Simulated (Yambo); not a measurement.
G0W0@PBEsol for Ba$_{2}$MgWO$_{6}$ (space group Fm-3m, No. 225) in Yambo. Reference settings: 2×2×2 Γ-centred k mesh, bands 3 to 214 and a 7 Ry block in the screening, 214 bands in G with the Bruneval-Gonze terminator, plasmon pole fitted at 27.2 eV. The PBEsol gap Γ → X on this mesh is 2.73 eV; G0W0 gaps are taken between the same points.

The settings were changed. The gap went from 4.45 eV to 4.50 eV, and the shift of the valence edge from -0.46 eV to -0.40 eV.

### Question
Name the change that produced these shifts.
A. no terminator
B. 91 bands in G, no terminator
C. no point-group symmetry
D. 91 bands in G

### Answer
D, 91 bands in G. The others gave (gap, valence shift): no terminator: 4.51, -0.23 eV; 91 bands in G, no terminator: 4.68, 0.29 eV; no point-group symmetry: 4.46, -0.49 eV.

Spin-orbit coupling is not included.

Geometry of the Materials Project entry, not relaxed at this level; primitive cell a = 5.8240 Å, b = 5.8240 Å, c = 5.8240 Å, α = 60.00°, β = 60.00°, γ = 60.00°.

A shift is the quasiparticle energy of the state minus its PBEsol energy.
